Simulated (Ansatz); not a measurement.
# Quadrupolar parameters in MoS2

The cell is an entry of the Crystallography Open Database (COD), ions relaxed with PBE at fixed cell.

Space group P6_3/mmc (No. 194); a = 3.1690, c = 12.3240 Å, γ = 120.00°.

```
site  Wyckoff  site symmetry       x       y       z
  Mo       2c           -6m2  0.3333  0.6667  0.2500
   S       4f            3m.  0.3333  0.6667  0.6233
```

One atom of each set is listed.

The numbers come from a DFT calculation in Ansatz (PBE, plane waves and PAW, scalar-relativistic, collinear spin, 420 eV cutoff, Γ-centred 11×11×3 k-points, Fermi–Dirac smearing 0.02 eV). Start moments as typed (μB): 2 on each Mo, none on the rest.

V_zz is the principal component of the electric field gradient with the largest magnitude, η = (V_xx − V_yy)/V_zz and C_Q = eQV_zz/h.

Mo-95: I = 5/2, Q = -22.00 mb; S-33: I = 3/2, Q = -69.40 mb. Q values from Pyykkö, Mol. Phys. 116, 1328 (2018).

```json
{"site": "Mo", "atoms": "2", "first shell": "6 S at 2.41 Å", "V_zz (10²¹ V/m²)": "-7.62", "η": "0.00", "C_Q (MHz)": "4.05"}
{"site": "S", "atoms": "4", "first shell": "3 Mo at 2.41 Å", "V_zz (10²¹ V/m²)": "-5.30", "η": "0.00", "C_Q (MHz)": "8.90"}
```

An axis of threefold or higher order runs through Mo and S, so V_zz lies along it and η is zero.

Without spin–orbit coupling (the program notes it for Mo) the gradients can shift somewhat, as the gap is small. The start moments die out, and the run ends without spin.
